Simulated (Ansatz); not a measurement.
Theory: Ansatz 0.2.0, DFT PBE, scalar-relativistic, plane waves, PAW. Cutoff 420 eV, Γ-centred meshes of about 0.25 Å⁻¹ or finer for metals and 0.3 Å⁻¹ for insulators (2π included), Gaussian smearing. No spin polarisation.

All energies are static (0 K, no zero-point motion).

Two forms of SnBi₂O₅ were relaxed alike.

A.

Space group I4mm (No. 107). a = 5.582 Å, b = 5.582 Å, c = 10.183 Å, α = 90.00°, β = 90.00°, γ = 90.00°
```json
{"atom": "Sn", "site": "2a", "symmetry": "4mm", "x": "0.0000", "y": "0.0000", "z": "0.0325"}
{"atom": "Bi", "site": "4b", "symmetry": "2mm.", "x": "0.0000", "y": "0.5000", "z": "0.3406"}
{"atom": "O", "site": "8c", "symmetry": "..m", "x": "0.7379", "y": "0.2621", "z": "0.4467"}
{"atom": "O", "site": "2a", "symmetry": "4mm", "x": "0.0000", "y": "0.0000", "z": "0.2226"}
```

B.

Space group R-3m:H (No. 166). a = 3.825 Å, b = 3.825 Å, c = 26.756 Å, α = 90.00°, β = 90.00°, γ = 120.00°
```tsv
atom	site	symmetry	x	y	z
Sn	3a	-3m	0.0000	0.0000	0.0000
Bi	6c	3m	0.0000	0.0000	0.7771
O	6c	3m	0.3333	0.6667	0.9754
O	6c	3m	0.0000	0.0000	0.9190
O	3b	-3m	0.6667	0.3333	0.8333
```

Question: Which form is favoured at zero pressure, and by what margin per atom?

Answer: B is lower, by 13 meV/atom. A has space group I4mm (No. 107), 19.8 Å³/atom and a gap of 1.62 eV on its mesh; B has space group R-3m (No. 166), 14.1 Å³/atom and a gap of 1.49 eV. Counting O atoms around Bi and Sn (those within 1.25 times the shortest such distance or 1.15 times the sum of covalent radii, 1.27 where that leaves under three; a plus sign parts nearer from farther groups), A has Sn 5, Bi 4 and B has Sn 8, Bi 4+3. Both come from trial cells of a structure search.

Weakly bound directions are ill-defined at this level, which has no dispersion term (I4mm), and this can change margins and order among such cells. Spin–orbit coupling, which can matter for Bi, is left out. Kohn–Sham gaps at this level usually fall short of measured ones. The missing spin–orbit coupling can work the other way here. Cells relaxed within their symmetry can be saddle points.
